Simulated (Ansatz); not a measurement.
Notes on Ba$_{2}$MgSb$_{2}$

```
Ba Sb Mg
1.0
     0.00000    0.00000    6.96989
     7.07684   -3.60121    3.48494
     7.07684    3.60121   -3.48494
Ba Sb Mg
4 4 2
Cartesian
  5.1337 2.1447 0.0000
  9.0200 -2.1447 6.9699
  5.1337 -2.1447 3.4849
  9.0200 2.1447 3.4849
  8.6480 -1.4883 3.4849
  5.5056 1.4883 3.4849
  8.6480 1.4883 0.0000
  5.5056 -1.4883 6.9699
  7.0768 0.0000 1.7425
  7.0768 0.0000 5.2274
```

The numbers come from plane-wave PAW DFT (Ansatz): PBE, no spin polarisation, 420 eV, 6×6×6 Γ-centred k points, fermi-dirac occupations (width 0.1 eV). Nothing was relaxed.

**Question.** Describe some of the short contacts.

**Answer.** Sb–Mg at 2.78 Å: least valence density 0.20 e/Å³ and ELF 0.21 there. Ba–Mg at 3.38 Å: least valence density 0.07 e/Å³ and ELF 0.09 there, a closed-shell (ionic or weak) contact. Ba–Sb at 3.56 Å: least valence density 0.12 e/Å³ and ELF 0.17 there, a closed-shell (ionic or weak) contact. These are pseudo-fields; inside the PAW spheres they differ from the all-electron ones.

**Question.** How is the charge shared?

**Answer.** Bader charges in e: Ba +1.21, Mg +1.44, Sb -1.93. In the mean Mg gives up most and Sb takes most.

**Question.** What is the band gap?

**Answer.** The gap is 0.60 eV, direct at the points sampled. A semilocal functional usually gives too small a gap.

**Question.** What does the stress say?

**Answer.** The pressure is 3.3 GPa (compression positive), so with the atoms held at these fractions the cell would first expand.

Origin: a known structure type with other elements, at an estimated volume, so it need not be a known compound. Caveats: no spin-orbit coupling, which can shift this gap by tenths of an eV.
